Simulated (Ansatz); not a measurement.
BeGeSb2, ordered on the zincblende lattice (P-4m2) with 4 atoms a cell was relaxed with 5 functionals in the PAW code Ansatz, cell and atoms free, the symmetry of the start kept (meshes: PBE 6×6×4, r2SCAN 6×6×4, PBEsol 6×6×4, LDA 6×6×4, HSE06 4×4×4). Spin-unpolarised throughout. Whether this structure exists isn't addressed.

The HSE06 result:
```
Be Sb Ge
1.0
     4.17753    0.00000    0.00000
     0.00000    4.17753    0.00000
     0.00000    0.00000    5.77355
Be Sb Ge
1 2 1
Direct
  0.00000 0.00000 0.00000
  0.00000 0.50000 0.21844
  0.50000 0.00000 0.78156
  0.50000 0.50000 0.50000
```

Space group P-4m2 (No. 115), tetragonal; a = 4.178 Å, c = 5.774 Å in the conventional setting, 25.19 Å³ an atom. Around Be lie 4 Sb at 2.44 Å; around Sb lie 2 Be at 2.44 Å and 2 Ge at 2.65 Å; around Ge lie 4 Sb at 2.65 Å.

(1) How does the cell change with PBEsol?

(2) What lattice does PBE give?

(3) Held at the r2SCAN cell, what mean stress do LDA and PBE find, and does its sign point to their own minimum?

The cell is metallic with PBE, r2SCAN, PBEsol, LDA, HSE06, and these meshes limit the relaxed cells of a metal.

Answers

(1) a = 4.156 Å, c = 5.786 Å; the volume differs by -0.8 % from HSE06's. Be is surrounded by 4 Sb at 2.43 Å; Sb is surrounded by 2 Be at 2.43 Å and 2 Ge at 2.65 Å; Ge is surrounded by 4 Sb at 2.65 Å.

(2) a = 4.208 Å, c = 5.866 Å; the volume differs by +3.1 % from HSE06's. Around Be lie 4 Sb at 2.46 Å; around Sb lie 2 Be at 2.46 Å and 2 Ge at 2.68 Å; around Ge lie 4 Sb at 2.68 Å.

(3) Yes. LDA -2.42 GPa, and its relaxed volume is -4.3 % from r2SCAN's; PBE +1.29 GPa, and its relaxed volume is +2.1 % from r2SCAN's. Compression counts positive, so a positive stress asks for a larger cell.
